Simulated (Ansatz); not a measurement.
# Structures of ZnGe₂: which is lowest?

Plane-wave DFT in Ansatz with scalar-relativistic PAW potentials, cutoff 420 eV, Γ-centred meshes chosen by cell and gap, Gaussian smearing with energies taken to zero width. Every cell was relaxed (cell and atoms) in a run of its own, within the symmetry of its start. Functional: PBE.

Relaxed structures (starts from databases or built by putting these elements on another compound's sites):
A. P6/mmm, 3 atoms in the computed cell, a = 4.816 Å, c = 2.745 Å; sites (symmetry × multiplicity) Zn 6/mmm × 1, Ge -6m2 × 2; start: built
B. Fd-3m, 6 atoms in the computed cell, a = 7.826 Å; sites (symmetry × multiplicity) Zn -43m × 8, Ge .-3m × 16; start: built
C. P4_2/mnm, 6 atoms in the computed cell, a = 5.670 Å, c = 4.115 Å; sites (symmetry × multiplicity) Zn m.mm × 2, Ge m.2m × 4; start: built

Task: Rank them by energy. Could pressure change the order?

Result:
```csv
structure,group,E − E(lowest) (meV/atom),V (Å³/atom),gap on mesh (eV)
A,P6/mmm,0.0,18.38,0.00
B,Fd-3m,143,19.97,0.00
C,P4_2/mnm,216,22.05,0.00
```

A is lowest, 143 meV/atom under B. The lowest is also the densest of these, so pressure wouldn't bring one of the others in at first order. Other structures may lie lower than all of these, and vibrations aren't counted.